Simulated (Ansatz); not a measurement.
Sr2ZrTiO6:
```
CELL_PARAMETERS angstrom
      4.03105     0.00000     0.00000
      0.00000     4.03105     0.00000
      0.00000     0.00000     7.99493
ATOMIC_POSITIONS crystal
  Sr 0.00000 0.00000 0.76418
  O  0.50000 0.50000 0.76172
  Ti 0.50000 0.50000 0.00000
  O  0.50000 0.00000 0.00000
  O  0.00000 0.50000 0.00000
  Sr 0.00000 0.00000 0.23582
  O  0.50000 0.50000 0.23828
  Zr 0.50000 0.50000 0.50000
  O  0.50000 0.00000 0.50000
  O  0.00000 0.50000 0.50000
```

Relaxed with PBEsol. Special points in fractions of this cell's reciprocal vectors: Γ (0.000, 0.000, 0.000); X (0.000, 0.500, 0.000); M (0.500, 0.500, 0.000); Z (0.000, 0.000, 0.500); R (0.000, 0.500, 0.500); A (0.500, 0.500, 0.500).

List the band energies nearest the valence-band maximum at these points for PBEsol (plane waves, PAW; program Ansatz).

In eV from the valence-band maximum; about four levels below and three above (degenerate sets whole), none deeper than 8.9 eV; points with the same levels are listed once.

```tsv
k	below	above
Γ	-0.56 -0.56 -0.38 -0.25 -0.25	1.84 2.40 2.40
X	-1.07 -0.62 -0.40 -0.09	2.60 3.50 3.82
M	-0.18 -0.03 -0.03 0.00	3.93 3.93 4.01
Z	-0.59 -0.59 -0.31 -0.31	1.85 3.06 3.06
R	-1.19 -0.81 -0.52 -0.42	3.12 3.50 3.73
A	-0.55 -0.55 -0.17 -0.01	3.92 3.92 4.01
```

Space group P4/mmm. The start of the workflow was typed in or built on a structure type; neither database checked (COD, Materials Project) lists it. Its standing as an ambient phase is unchecked. The PBEsol relaxation kept the symmetry of its start. At this level the phase is dynamically unstable (imaginary phonons). The workflow began spin-polarised and lost its moments. Scalar-relativistic: spin–orbit coupling is off unless named, which matters more the heavier the elements.

Potentials: the earlier of the program's two PAW sets. The files were generated under PBE; for other functionals the program regenerates the frozen cores, and for LDA and PBEsol the local potential too.
